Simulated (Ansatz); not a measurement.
Bands of SrCl2

```
Sr Cl
1.0
     0.00000    3.52023    3.52023
     3.52023    0.00000    3.52023
     3.52023    3.52023    0.00000
Sr Cl
1 2
Direct
  0.00000 0.00000 0.00000
  0.25000 0.25000 0.25000
  0.75000 0.75000 0.75000
```

Atoms are numbered in the order listed.

The conventional cell has a = 7.040 Å, b = 7.040 Å, c = 7.040 Å, α = 90.00°, β = 90.00°, γ = 90.00°. Sr (atom 1) has 8 Cl at 3.05 Å as nearest neighbours. Cl (atom 2) has 4 Sr at 3.05 Å as nearest neighbours.

The structure comes from a relaxation in the same program, started in the fluorite type, and has space group Fm-3m. Whether it is a known phase or the ground state wasn't checked.

Computed with DFT, PBE, all-electron LAPW, scalar-relativistic in Ansatz 0.2.0.

Settings: a Γ-centred 10×10×10 k mesh, Fermi–Dirac smearing of 0.08 eV, basis error target 1 meV/atom, no spin polarisation.

Points in fractions of the reciprocal vectors of this cell: Γ (0, 0, 0), X (0.5, 0, 0.5), U (0.625, 0.25, 0.625), K (0.375, 0.375, 0.75), L (0.5, 0.5, 0.5), W (0.5, 0.25, 0.75). The path joins them by straight lines in the order Γ–X–U–K–Γ–L–W–X; legs that retrace an earlier one aren't tabulated. Energies are in eV from the top of the valence band.

(1) Is there a gap, and where are the band edges?

(2) List the levels between -5 and 5 eV at the symmetry points.

Results:

(1) 5.24 eV, indirect from X (0.5, 0, 0.5) to Γ.

(2) 
Γ: -2.03 (×3), -0.32 (×3)
X: -2.64, -1.81 (×2), -0.38 (×2), 0.00
U: -2.45, -1.84, -1.65, -0.67, -0.51, -0.10
K: -2.45, -1.84, -1.65, -0.67, -0.51, -0.10
L: -1.48 (×2), -1.44, -1.27, -1.01 (×2)
W: -2.37, -2.14, -1.16 (×2), -0.29, -0.10
